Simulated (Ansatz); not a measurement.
Consider the following.

Li2Pd:
```
Li2Pd
1.0
    4.21683     0.00000     0.00000
   -2.10842     3.65188     0.00000
    0.00000     0.00000     2.69036
Pd Li
1 2
Direct
  0.00000   0.00000   0.00000
  0.33333   0.66667   0.50000
  0.66667   0.33333   0.50000
```

This is the r²SCAN-relaxed structure.

**Question.** All from the program Ansatz at the r²SCAN level (PAW), unless another level is named. Predict the density of states at the Fermi level.

**Answer.** 0.23 states/eV per atom (mean over ±0.08 eV).

**Question.** Give the formation energy from the elements (no fitted shifts).

**Answer.** -0.34 eV/atom.

**Question.** Give the gap with spin–orbit coupling.

**Answer.** none (metallic).

Space group P6/mmm. The workflow started from an entry of the Crystallography Open Database (COD). Its standing as an ambient phase is unchecked. Symmetry was held in the r²SCAN relaxation; whether a distortion lowers the energy is not shown. No spin polarisation was allowed. The references are the lowest solids computed at this level, not always the standard phases. Scalar-relativistic: spin–orbit coupling is off unless named, which matters more the heavier the elements.

Potentials: the later of the program's two PAW sets.
